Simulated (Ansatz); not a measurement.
NbSi:
```
CELL_PARAMETERS angstrom
      3.14417     0.00000     0.00000
      0.00000     3.14417     0.00000
      0.00000     0.00000     3.14417
ATOMIC_POSITIONS crystal
  Nb 0.00000 0.00000 0.00000
  Si 0.50000 0.50000 0.50000
```

Relaxed with r²SCAN. Special points in fractions of this cell's reciprocal vectors: Γ (0.000, 0.000, 0.000); X (0.000, 0.500, 0.000); M (0.500, 0.500, 0.000); R (0.500, 0.500, 0.500).

Question: List the band energies nearest the Fermi level at these points for r²SCAN in the plane-wave PAW code Ansatz.

Answer: In eV from the Fermi level; about four levels below and three above (degenerate sets whole), none deeper than 8.9 eV; points with the same levels are listed once.

```csv
k,below,above
Γ,-2.92 -2.92,2.46 2.46 2.46
X,-6.79 -1.66 -1.12 -1.12,2.96 4.45 5.50
M,-8.48 -3.22 -3.22 -2.36,0.37 0.37 4.40
R,-5.50 -5.50 -5.50 -3.93,3.99 3.99 3.99
```

Space group Pm-3m (CsCl type). A made-up cell: these elements were put on the sites of a structure type; neither database checked (COD, Materials Project) lists it. Its standing as an ambient phase is unchecked. The r²SCAN relaxation kept the symmetry of its start. At this level the phase is mechanically unstable. No spin polarisation was allowed. Spin–orbit coupling is left out wherever it is not named.

Potentials: the later of the program's two PAW sets.
